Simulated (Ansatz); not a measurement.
**GeRh3: from a starting cell to a relaxed one**

The relaxed structure here is a generated cell of GeRh3: the first start was made by a random draw of sites in a space group, and the end was not matched to a known phase here, so it may be hypothetical.

The start is a randomly generated symmetric cell of GeRh3 (space group No. 229). The cell and all atomic positions are relaxed at zero pressure with r2SCAN (plane waves to 500 eV, PAW, scalar-relativistic; Ansatz, an electronic-structure program). The first steps use a coarse 7×7×7 k-mesh.

Starting cell:
```
CELL_PARAMETERS angstrom
     -2.47642     2.47642     2.47642
      2.47642    -2.47642     2.47642
      2.47642     2.47642    -2.47642
ATOMIC_POSITIONS crystal
  Ge 0.00000 0.00000 0.00000
  Rh 0.00000 0.50000 0.50000
  Rh 0.50000 0.00000 0.50000
  Rh 0.50000 0.50000 0.00000
```

### Question
How large is the pressure on the unrelaxed cell, and of which sign?

### Answer
+12 GPa (positive: the cell is compressed).

### Question
By how much does the energy per atom fall from start to end?

### Answer
0.03 eV/atom.

### Question
How does the volume change?

### Answer
+6.2 %, from 15.19 to 16.13 Å³/atom.

### Question
What does it relax into? Give the structure.

### Answer

Space group Im-3m (No. 229); a = b = c = 5.0531 Å, α = β = γ = 90.00°

```tsv
atom	site	symmetry	x	y	z
Ge	2a	m-3m	0.0000	0.0000	0.0000
Rh	6b	4/mm.m	0.0000	0.0000	0.5000
```
(The calculation used a cell of 4 atoms; values per cell refer to that cell.)

The space group stays Im-3m (No. 229) (the run could not lower it); the end is AFLOW prototype A3B_cI8_229_b_a (as in H3S), with 4 atoms in the primitive cell. Final values are on a 13×13×13 k-mesh of the relaxed cell. No spin polarisation in the result. The relaxed primitive cell holds an odd number of electrons. A magnetic state may lie lower.

The run could not lose the symmetry of its start: the end is stationary, and may be a saddle point rather than a minimum.

All atoms sit on sites fixed by symmetry, so only the cell could relax.
